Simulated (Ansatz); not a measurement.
Polymorphs of Ta2O5, each relaxed with PBEsol (plane waves, PAW; program Ansatz):

A: Cmmm
a = 3.8395 Å, b = 13.0078 Å, c = 3.8599 Å, α = β = γ = 90.00°

| atom | site | symmetry | x | y | z |
|---|---|---|---|---|---|
| Ta | 4i | m2m | 0.0000 | 0.1460 | 0.0000 |
| O | 4j | m2m | 0.5000 | 0.3506 | 0.5000 |
| O | 4i | m2m | 0.0000 | 0.3150 | 0.0000 |
| O | 2a | mmm | 0.0000 | 0.0000 | 0.0000 |

B: Pmmm
a = 3.6700 Å, b = 3.8590 Å, c = 6.4333 Å, α = β = γ = 90.00°

```json
[
 {"atom": "O", "site": "2q", "symmetry": "mm2", "x": "0.0000", "y": "0.0000", "z": "0.3208"},
 {"atom": "O", "site": "1h", "symmetry": "mmm", "x": "0.5000", "y": "0.5000", "z": "0.5000"},
 {"atom": "Ta", "site": "1d", "symmetry": "mmm", "x": "0.5000", "y": "0.0000", "z": "0.5000"},
 {"atom": "O", "site": "1b", "symmetry": "mmm", "x": "0.5000", "y": "0.0000", "z": "0.0000"},
 {"atom": "Ta", "site": "1a", "symmetry": "mmm", "x": "0.0000", "y": "0.0000", "z": "0.0000"},
 {"atom": "O", "site": "1e", "symmetry": "mmm", "x": "0.0000", "y": "0.5000", "z": "0.0000"}
]
```

C: Pbam
a = 6.1956 Å, b = 7.3256 Å, c = 3.7867 Å, α = β = γ = 90.00°

```json
[
 {"atom": "Ta", "site": "4g", "symmetry": "..m", "x": "0.2240", "y": "0.3803", "z": "0.0000"},
 {"atom": "O", "site": "4h", "symmetry": "..m", "x": "0.1983", "y": "0.3418", "z": "0.5000"},
 {"atom": "O", "site": "2a", "symmetry": "..2/m", "x": "0.0000", "y": "0.0000", "z": "0.0000"},
 {"atom": "O", "site": "4g", "symmetry": "..m", "x": "0.3895", "y": "0.1397", "z": "0.0000"}
]
```

**Question.** Rank these by energy per atom at 0 K (lowest first), as PBEsol gives it.

**Answer.** A (+0 meV/atom), C (+10 meV/atom), B (+322 meV/atom)

**Question.** Give each one's gap.

**Answer.** A 2.16 eV; B 0.32 eV; C 2.17 eV.

Standing as an ambient phase not checked: A; B; C. Unstable at this level: B. All cells were relaxed under the symmetry of their starts (and spin orders); stability against distortions was not tested throughout. Rows with no word on spin ran without spin polarisation. Scalar-relativistic: spin–orbit coupling is off unless named, which matters more the heavier the elements.

Energies hold the estimated change up to a 700 eV cutoff; steps of a few meV lie near the error of the meshes.

Potentials: the later of the program's two PAW sets.
